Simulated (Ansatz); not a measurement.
PbO2 (rutile) was relaxed and computed twice in Ansatz (plane waves, PAW), once with HSE06 and once with PBEsol.

```
                                                                 run 1                                                                         run 2
--------------------  ------------------------------------------------  ----------------------------------------------------------------------------
cell                  a = b = 4.976 Å, c = 3.359 Å, α = β = γ = 90.00°  a = 4.9985 Å, b = 4.9985 Å, c = 3.4105 Å, α = 90.00°, β = 90.00°, γ = 90.00°
gap (eV)                                                          0.28                                                                          none
B₀ by P(V) fit (GPa)                                               142                                                                           123
```

Q: Which run used which functional?

A: Run 1 is HSE06, run 2 is PBEsol.

All cells were relaxed under the symmetry of their starts (and spin orders); stability against distortions was not tested throughout. Scalar-relativistic: spin–orbit coupling is off unless named, which matters more the heavier the elements.

Potentials: the later of the program's two PAW sets.

Ansatz (a quantum-chemistry and plane-wave program) is a plane-wave DFT program.
